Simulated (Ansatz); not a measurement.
Data sheet: AlInN₂ (DFT)

AlInN₂:
```xyz
4
Lattice="3.3361 0.0000 0.0000 -1.6681 2.8892 0.0000 0.0000 0.0000 5.4998" Properties=species:S:1:pos:R:3 pbc="T T T"
In     0.0000     1.9261     0.0388
N      0.0000     1.9261     2.2412
Al     1.6681     0.9631     2.7895
N      1.6681     0.9631     4.6652
```

Space group P3m1 (No. 156); conventional cell a = b = 3.3361 Å, c = 5.4998 Å, α = β = 90.00°, γ = 120.00°.

Method: DFT-PBE in the program Ansatz with PAW potentials. Structure relaxed to zero pressure with the same functional. Other levels are named where they apply.

Cell and energy:

```
Quantity                                                      Result
-----------------------------------------------------  -------------
Volume per atom                                             13.25 Å³
Density                                                   5.32 g/cm³
Formation energy from the elements (no fitted shifts)  -0.49 eV/atom
```

Electronic structure:

```
Property                                                                          Result
------------------------------------------------  --------------------------------------
Band gap                                                                0.89 eV (direct)
Valence-band maximum                                                                at Γ
Conduction-band minimum                                                             at Γ
Electron effective mass                           0.13, 0.13, 0.15 mₑ (principal values)
Electron effective mass with spin–orbit coupling  0.13, 0.13, 0.15 mₑ (principal values)
Hole effective mass, band 1 of 2 at the edge               2.1 along x, 4.1 along z (mₑ)
Hole effective mass, band 2 of 2 at the edge              0.14 along x, 4.1 along z (mₑ)
Hole effective mass with spin–orbit coupling       0.33, 0.33, 4.5 mₑ (principal values)
Gap with spin–orbit coupling                                                     0.88 eV
```

Mechanics:

```
Item                                 Result
----------------------------------  -------
Bulk modulus (Birch–Murnaghan fit)  150 GPa
Pressure derivative B′                  4.2
```

The start of the workflow was typed in or built on a structure type; neither database checked (COD, Materials Project) lists it. Its standing as an ambient phase is unchecked. The PBE relaxation kept the symmetry of its start; its stability against distortions is not shown here. The references are the lowest solids computed at this level, not always the standard phases (solids in place of the gases). Scalar-relativistic: spin–orbit coupling is off unless named, which matters more the heavier the elements.

Potentials: the earlier of the program's two PAW sets.
